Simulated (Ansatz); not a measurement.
CuI2:
```
CuI2
1.0
    5.18235     0.00000     0.00000
    0.00000     5.18235     0.00000
    0.00000     0.00000     4.21937
Cu I
1 2
Direct
  0.00000   0.00000   0.00000
  0.00000   0.50000   0.00000
  0.50000   0.00000   0.00000
```

Relaxed with PBE+D3(BJ). Special points in fractions of this cell's reciprocal vectors: Γ (0.000, 0.000, 0.000); X (0.000, 0.500, 0.000); M (0.500, 0.500, 0.000); Z (0.000, 0.000, 0.500); R (0.000, 0.500, 0.500); A (0.500, 0.500, 0.500).

**Question.** List the band energies nearest the Fermi level at these points for PBE+D3(BJ) (plane waves, PAW; program Ansatz).

**Answer.** In eV from the Fermi level; about four levels below and three above (degenerate sets whole), none deeper than 8.9 eV; points with the same levels are listed once.

```csv
k,below,above
Γ,-1.48 -0.57 -0.57 -0.21,0.61 4.65 6.37
X,-1.64 -1.03 -0.91 -0.33,4.58 5.96 6.45
M,-2.00 -1.71 -0.29 -0.29,0.45 1.41 5.36
Z,-1.93 -1.49 -0.41 -0.41,1.34 5.37 6.18 6.18
R,-1.62 -1.34 -1.30 -0.89,3.83 5.37 6.56
A,-1.74 -1.61 -1.26 -1.26,0.58 1.52 2.17
```

Space group P4/mmm. The workflow started from a Materials Project entry (that database holds measured and hypothetical structures alike); the Crystallography Open Database copy checked does not list it. Whether it is the stable phase at ambient conditions was not checked. The cell was relaxed with PBE+D3(BJ) under the symmetry of its start; whether a distortion lowers the energy is not shown. The run is not spin-polarised. Its formation energy is positive at this level, so the cell may be metastable or incomplete. With an odd number of electrons in the cell and no spin polarisation, the count alone makes it a metal. Scalar-relativistic: spin–orbit coupling is off unless named, which matters more the heavier the elements.

Potentials: the later of the program's two PAW sets.
